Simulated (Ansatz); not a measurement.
AlIr (rock salt, Fm-3m) at seven volumes, plane-wave PAW PBE (Ansatz code), scaled uniformly. One row is withheld.

| V (Å³/atom) | P (GPa) |
|---|---|
| 14.645 | 17.95 |
| 15.128 | 10.97 |
| 15.611 | ? |
| 16.093 | 0.00 |
| 16.576 | -4.29 |
| 17.059 | -7.92 |
| 17.542 | -11.01 |

**Question.** Fit the shown pressures and predict the withheld one.

**Answer.** P = (3/2)B₀(x^(7/2) − x^(5/2))[1 + (3/4)(B′ − 4)(x − 1)] with x = (V₀/V)^(2/3). Least squares on the six rows gives V₀ = 16.093 Å³/atom, B₀ = 155 GPa, B′ = 4.42. At V = 15.611, x = 1.0205 and P = 5.04 GPa. The run itself gave 5.04 GPa.

The start of the workflow was typed in or built on a structure type; neither database checked (COD, Materials Project) lists it. Whether it is the stable phase at ambient conditions was not checked. The cell was relaxed with PBE under the symmetry of its start; whether a distortion lowers the energy is not shown. No spin polarisation was allowed. Spin–orbit coupling is left out wherever it is not named.

Potentials: the earlier of the program's two PAW sets.
